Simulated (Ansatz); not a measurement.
Te:
Space group P3₁21 (No. 152); a = b = 4.317 Å, c = 5.957 Å, α = β = 90.00°, γ = 120.00°

```csv
atom,site,symmetry,x,y,z
Te,3a,.2.,0.7162,0.7162,0.0000
```

Relaxed at zero pressure with PBEsol in the plane-wave PAW code Ansatz.

Question: The volume is raised by 6 % and shape and atoms relax at that volume. What pressure results, and how do the axes share the change?

Answer: -1.5 GPa; a 3.0 %, b 3.0 %, c -0.1 %; the energy rises by 10 meV/atom.

Question: Give the new structure.

Answer: 
Space group P3₁21 (No. 152); a = 4.4480 Å, b = 4.4480 Å, c = 5.9485 Å, α = 90.00°, β = 90.00°, γ = 120.00°

```tsv
atom	site	symmetry	x	y	z
Te	3a	.2.	0.7271	0.7271	0.0000
```

The phase is kept; no other phase was compared at this pressure.

Space group P3_121 (trigonal Se type). The PBEsol relaxation kept the symmetry of its start. A crystal of weakly bound chains computed without a dispersion correction: the cell and the soft elastic constants depend strongly on that. Spin–orbit coupling is left out wherever it is not named.

Potentials: the later of the program's two PAW sets.
